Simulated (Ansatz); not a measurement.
A relaxed structure of Al2O3. Space group R-3c (No. 167), corundum type. Method: r2SCAN (plane waves to 500 eV, PAW, scalar-relativistic; Ansatz, an electronic-structure program).

```xyz
10
Lattice="2.3789 1.3734 4.3308 -2.3789 1.3734 4.3308 0.0000 -2.7469 4.3308" Properties=species:S:1:pos:R:3 pbc="T T T"
Al     0.0000     0.0000     4.5713
Al     0.0000     0.0000     1.9249
Al     0.0000     0.0000     8.4210
Al     0.0000     0.0000    11.0674
O     -0.9215     1.3734     7.5788
O     -0.7287    -1.4847     7.5788
O      1.6502     0.1113     7.5788
O      0.9215    -1.3734     5.4135
O      0.7287     1.4847     5.4135
O     -1.6502    -0.1113     5.4135
```

Q: What is the computed band gap (r2SCAN)?

A: 7.15 eV, direct at Γ (no spin-orbit coupling).

No spin polarisation in the result.

Measured for Al2O3: a 4.7589 Å (as listed in F. Lallet, N. Olivi-Tran, Laurent J. Lewis, Physical Review B (2009)); c 12.991 Å (as listed in F. Lallet, N. Olivi-Tran, Laurent J. Lewis, Physical Review B (2009)); gap 8.8 eV (as listed in Jonathan H. Skone, Marco Govoni, Giulia Galli, Physical Review B (2014)). Computed minus measured — a: r2SCAN 0.0 %; c: r2SCAN 0.0 %; gap: r2SCAN -1.65 eV. The computed values are for a static lattice, and a measured gap can be an optical one, lowered by exciton binding.

The run could not lose the symmetry of its start; a randomly shaken copy of 10 atoms returns to this structure.
